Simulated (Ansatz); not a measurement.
A distorted cell of LiCl (rock salt):

```
CELL_PARAMETERS angstrom
      0.00000     5.11228     5.11228
      2.55614     0.00000     2.55614
      2.55614     2.55614     0.00000
ATOMIC_POSITIONS crystal
  Cl 0.00000 0.00000 0.00000
  Cl 0.50000 0.00000 0.00000
  Li 0.25000 0.44330 0.53661
  Li 0.75000 0.55670 0.46339
```

Method: r2SCAN (plane waves to 500 eV, PAW, scalar-relativistic; Ansatz, a program for electronic structure). k mesh 11×11×11 (Γ-centred), Fermi-Dirac smearing 0.05 eV. Stress and pressure are positive under compression. LiCl was relaxed with its symmetry unable to fall.

Problem. Predict the force on every atom, in eV/Å.

Solution. 
```tsv
atom	Fx	Fy	Fz
Cl1	0.000	0.000	0.000
Cl2	0.000	0.000	0.000
Li3	0.051	-0.098	0.166
Li4	-0.051	0.098	-0.166
```

Problem. Give the stress tensor in GPa and the pressure.

Solution. 
```
   0.06    -0.02    -0.07
  -0.02     0.30     0.09
  -0.07     0.09     0.81
```
The pressure, a third of the trace, is 0.39 GPa.

(For displaced atoms, the force is minus the slope of the energy, and its curvature is a force constant, which sets phonon frequencies.)
